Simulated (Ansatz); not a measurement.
# InBi: computed property card

InBi:
```xyz
2
Lattice="0.0000 3.3784 3.3784 3.3784 0.0000 3.3784 3.3784 3.3784 0.0000" Properties=species:S:1:pos:R:3 pbc="T T T"
In     0.0000     0.0000     0.0000
Bi     5.0676     5.0676     5.0676
```

Space group F-43m (No. 216), zinc blende; conventional cell a = b = c = 6.7569 Å, α = β = γ = 90.00°.

Method: the program Ansatz at the r²SCAN level (PAW). Geometry: relaxed at this level of theory. Other levels are named where they apply.

### Cell and energy

```json
{
  "volume_per_atom": "38.56 Å³",
  "density": "6.97 g/cm³",
  "Formation energy from the elements (no fitted shifts)": "-0.085 eV/atom"
}
```

### Electronic structure

```json
{
 "electronic_character": "no gap, with almost no states at the Fermi level (zero-gap or semimetallic)",
 "Density of states at the Fermi level": "0.00 states/eV per atom (mean over ±0.08 eV)",
 "Gap with spin–orbit coupling": "none (metallic)"
}
```

### Mechanics

```json
{
  "Bulk modulus (Birch–Murnaghan fit)": "36.0 GPa",
  "Pressure derivative B′": "4.8"
}
```

### Charges

```json
{
  "bader_charges": "In +0.42, Bi -0.42 e"
}
```

The workflow started from a Materials Project entry (that database holds measured and hypothetical structures alike); the Crystallography Open Database copy checked does not list it. COD files the formula under space group No. 129, so this cell is another polymorph or a model. With In and Bi taken as one species the cell has the higher symmetry Fd-3m, so it may be an ordered model of a mixed-site phase. Whether it is the stable phase at ambient conditions was not checked. The cell was relaxed with r²SCAN under the symmetry of its start; its stability against distortions is not shown here. The references are the lowest solids computed at this level, not always the standard phases. Spin–orbit coupling is left out wherever it is not named.

Potentials: the later of the program's two PAW sets.
